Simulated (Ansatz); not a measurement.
AlP:
```
AlP
1.0
    3.60408     0.00000     0.00000
   -1.80204     3.12123     0.00000
    0.00000     0.00000     5.77717
Al P
2 2
Direct
  0.00000   0.00000   0.00000
  0.00000   0.00000   0.50000
  0.33333   0.66667   0.25000
  0.66667   0.33333   0.75000
```

Relaxed with PBE. Special points in fractions of this cell's reciprocal vectors: Γ (0.000, 0.000, 0.000); M (0.500, 0.000, 0.000); K (0.333, 0.333, 0.000); A (0.000, 0.000, 0.500); L (0.500, 0.000, 0.500); H (0.333, 0.333, 0.500).

List the band energies nearest the Fermi level at these points for the program Ansatz at the PBE level (PAW).

In eV from the Fermi level; about four levels below and three above (degenerate sets whole), none deeper than 8.9 eV; points with the same levels are listed once.

```json
[
 {"k": "Γ", "below": "-0.48 -0.48 -0.23 -0.23", "above": "0.58 2.66 2.97"},
 {"k": "M", "below": "-4.25 -3.41 -2.74 -0.43", "above": "1.19 2.08 3.27"},
 {"k": "K", "below": "-3.74 -3.74 -3.22 -3.22 -1.33", "above": "6.31 6.49 6.49"},
 {"k": "A", "below": "-0.27 -0.27 -0.27 -0.27", "above": "3.03 3.03 4.21 4.21 4.21 4.21"},
 {"k": "L", "below": "-1.93 -1.93 -1.91 -1.91", "above": "1.41 1.41 2.92 2.92"},
 {"k": "H", "below": "-5.24 -5.24 -0.46 -0.46", "above": "2.55 2.55 3.04 3.04"}
]
```

Space group P6_3/mmc (NiAs type). A made-up cell: these elements were put on the sites of a structure type; neither database checked (COD, Materials Project) lists it. It is not the phase usual at ambient conditions (space group No. 216). The cell was relaxed with PBE under the symmetry of its start; phonons on a q-mesh show no instability.

Potentials: the later of the program's two PAW sets.
